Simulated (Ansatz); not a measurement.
Start of a relaxation, 1 CF4 a cell, tilted, over a top Ru site (Ru, P6_3/mmc (No. 194), (0 0 1) face):

```
CELL_PARAMETERS angstrom
5.39519 0.00000 0.00000
-2.69759 4.67237 0.00000
0.00000 0.00000 26.58713
ATOMIC_POSITIONS crystal
Ru 0.33333 0.16667 0.30090
Ru 0.33333 0.66667 0.30090
Ru 0.83333 0.16667 0.30090
Ru 0.83333 0.66667 0.30090
Ru 0.16667 0.33333 0.38112
Ru 0.16667 0.83333 0.38112
Ru 0.66667 0.33333 0.38112
Ru 0.66667 0.83333 0.38112
Ru 0.33333 0.16667 0.46188
Ru 0.33333 0.66667 0.46188
Ru 0.83333 0.16667 0.46188
Ru 0.83333 0.66667 0.46188
Ru 0.16667 0.33333 0.53961
Ru 0.16667 0.83333 0.53961
Ru 0.66667 0.33333 0.53961
Ru 0.66667 0.83333 0.53961
F 0.15477 0.22632 0.71746
C 0.99037 0.20413 0.67602
F 0.80555 0.91875 0.66544
F 0.83448 0.33809 0.68604
F 0.16667 0.33333 0.63514
```

Level of theory: DFT PBE+D3(BJ), scalar-relativistic, plane waves, PAW (Ansatz 0.2.0). Cutoff 420 eV; k points 4×4×1 on the computed 21-atom cell (Γ-centred); Gaussian smearing, width 0.10 eV; no spin polarisation. The cell repeats along c with a dipole correction in the vacuum.

Atoms 1, 2, 3, 4, 5, 6, 7, 8 (counted from 1) are held. The cell is fixed. Force threshold 0.04 eV/Å.

Problem. Where does it end?

Solution. The energy falls by 0.358 eV in 24 steps, to:

```xyz
21
Lattice="5.3952 0.0000 0.0000 -2.6976 4.6724 0.0000 0.0000 0.0000 26.5871" Properties=species:S:1:pos:R:3 pbc="T T T"
Ru    1.3488    0.7787    8.0000
Ru    0.0000    3.1149    8.0000
Ru    4.0464    0.7787    8.0000
Ru    2.6976    3.1149    8.0000
Ru    0.0000    1.5575   10.1329
Ru   -1.3488    3.8936   10.1329
Ru    2.6976    1.5575   10.1329
Ru    1.3488    3.8936   10.1329
Ru    1.3486    0.7779   12.2783
Ru   -0.0005    3.1150   12.2784
Ru    4.0461    0.7783   12.2788
Ru    2.6980    3.1145   12.2780
Ru    0.0015    1.5587   14.3447
Ru   -1.3484    3.8934   14.3454
Ru    2.6958    1.5578   14.3450
Ru    1.3490    3.8912   14.3447
F    -1.2279    0.7623   19.6989
C    -1.2592    0.7543   18.3623
F    -0.8863   -0.4503   17.9165
F    -2.5017    1.0206   17.9458
F    -0.4205    1.6840   17.8923
```

The end is the local minimum or symmetric point that this start leads to. The slab is only 6.4 Å thick, so the energy isn't converged with thickness.

Spin polarisation was left out, and a magnetic state may lie lower.

Cost: 1 run of about 56 core-minutes, on Arm Neoverse V2 (shared hosts).